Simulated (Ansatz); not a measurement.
GaBiN2 in space group P3m1 (No. 156; Bi on 1b, N on 1b, Ga on 1c, N on 1c), PBE in the plane-wave PAW code Ansatz, all energies at zero smearing, with the estimated change up to a 700 eV cutoff added, with one set of potentials and settings (totals compare only within such a set). Cell of 4 atoms (1 Bi, 2 N, 1 Ga): -16948.856 eV.

| element | reference phase | E (eV/atom) |
|---|---|---|
| Bi | R-3m, 2 atoms in the cell | -12399.2353 |
| N | Pa-3, 8 atoms in the cell | -384.0342 |
| Ga | Cmce, 4 atoms in the cell | -3783.0259 |

Formation energy per atom, worked out: (-16948.856 − 1×(-12399.2353) − 2×(-384.0342) − 1×(-3783.0259))/4 = 0.368 eV/atom (36 kJ per mol of atoms), at 0 K, without zero-point energy or fitted corrections.

The start of the workflow was typed in or built on a structure type; neither database checked (COD, Materials Project) lists it. Whether it is the stable phase at ambient conditions was not checked. The cell was relaxed with PBE under the symmetry of its start; whether a distortion lowers the energy is not shown. The volume moved by 29 % from the start of the relaxation. Its formation energy is positive at this level, so the cell may be metastable or incomplete. The references are the lowest solids computed at this level, not always the standard phases (solids in place of the gases). Spin–orbit coupling is left out wherever it is not named.

Potentials: the earlier of the program's two PAW sets.
